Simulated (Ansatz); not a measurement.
BN:
```yaml
crystal:
  lattice:
    - [0.00000, 3.33235, 2.16201]
    - [1.25007, 0.00000, 2.16201]
    - [1.25007, 3.33235, 0.00000]
  atoms:
    - { symbol: B, position: [0.00011, 0.00011, 0.99989] }
    - { symbol: N, position: [0.66659, 0.66659, 0.33341] }
```

Relaxed with r²SCAN+D4.

Q: Give the Bader charges and basin volumes of the independent atoms, r²SCAN+D4 in the plane-wave PAW code Ansatz.

A: 

| atom | Bader charge (e) | Bader volume (Å³) |
|---|---|---|
| B1 | +2.30 | 1.9 |
| N2 | -2.30 | 16.1 |

Space group Fmm2. The first step of the workflow began from a Materials Project structure, measured or hypothetical; the Crystallography Open Database copy checked does not list it. It is not the phase usual at ambient conditions (space group No. 186, 194, 216). The cell was relaxed with r²SCAN+D4 under the symmetry of its start; whether a distortion lowers the energy is not shown.

Potentials: the later of the program's two PAW sets.
